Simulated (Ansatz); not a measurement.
**4 guesses for AlCrBN2 and where they end**

The calculation used DFT PBE, scalar-relativistic, plane waves, PAW in Ansatz. Settings: cutoff 420 eV, Γ-centred meshes spaced at most about 0.3 Å⁻¹, and about 0.25 Å⁻¹ or finer for metals (2π included), Gaussian smearing. Collinear spin in cells that started with moments and kept them past the coarse steps, no spin elsewhere.

Each guess was relaxed in cell and atoms at zero pressure, within the symmetry of its start. All energies are static (0 K, no zero-point motion). Coordination counts B or N atoms around Al and Cr (for each partner element, those within 1.25 times its shortest distance or 1.15 times the sum of covalent radii, where it is the nearest in units of that sum or under 1.3; the shortest distance is added where it is long for a bond).

| guess | made from | start group | V start (Å³/atom) | end group | V end (Å³/atom) | coordination at the end | gap on mesh (eV) | largest moment (μB) | E over the lowest end (meV/atom) |
| --- | --- | --- | --- | --- | --- | --- | --- | --- | --- |
| 1 | random cell | P-6m2 | 13.2 | P-6m2 | 18.3 | Al 2, Cr 2 | 0 | 1.4 | 1063 |
| 2 | random cell | P4/mmm | 11.2 | P4/mmm | 15.3 | Al 8 from 3.0 Å, Cr 2 | 0 | - | 0 |
| 3 | ErBPd2Rh type | P4/mmm | 11.4 | ? | ? | ? | ? | ? | ? |
| 4 | random cell | P4/mmm | 12.0 | P4/mmm | 8.9 | Al 4, Cr 8 | 0 | 0.7 | 625 |

Guess 3 as it starts:

```yaml
crystal:
  lattice:
    - [3.89698, 0.00000, 0.00000]
    - [0.00000, 3.89698, 0.00000]
    - [0.00000, 0.00000, 3.76199]
  atoms:
    - { symbol: Al, position: [0.50000, 0.50000, 0.50000] }
    - { symbol: Cr, position: [0.00000, 0.00000, 0.00000] }
    - { symbol: B, position: [0.50000, 0.50000, 0.00000] }
    - { symbol: N, position: [0.50000, 0.00000, 0.50000] }
    - { symbol: N, position: [0.00000, 0.50000, 0.50000] }
```

Question: Predict the end of this guess and its energy over the lowest end.

Answer: It ends in space group P4/mmm (No. 123), with a = 3.657 Å, c = 4.244 Å, 11.4 Å³/atom and no gap, with moments up to 3.1 μB. It lies 1.18 eV/atom over the lowest end, above guess 1 and so the highest of the set. Counting B or N atoms around Al and Cr, this end has Al 6, Cr 4 and the lowest (guess 2) has Al 8 from 3.0 Å, Cr 2.

```
CELL_PARAMETERS angstrom
3.65749 0.00000 0.00000
0.00000 3.65749 0.00000
0.00000 0.00000 4.24448
ATOMIC_POSITIONS crystal
Al 0.50000 0.50000 0.50000
Cr 0.00000 0.00000 0.00000
B 0.50000 0.50000 0.00000
N 0.50000 0.00000 0.50000
N 0.00000 0.50000 0.50000
```

Formation energies are uncorrected and refer to the elements' standard structures at the same level (N₂ as a molecule).

Question: Is the lowest end bound against the elements?

Answer: No: its formation energy is +0.11 eV/atom. The separate elements lie lower, so it is unstable against them.

The magnetic state reached may not be the lowest. Trial moments died out on the coarse mesh in P4/mmm; another magnetic start might hold. Cells relaxed within their symmetry can be saddle points. A lower structure may well exist outside this small set. Some structure types and database cells were kept out of the candidates from the start, so a known form may be missing.
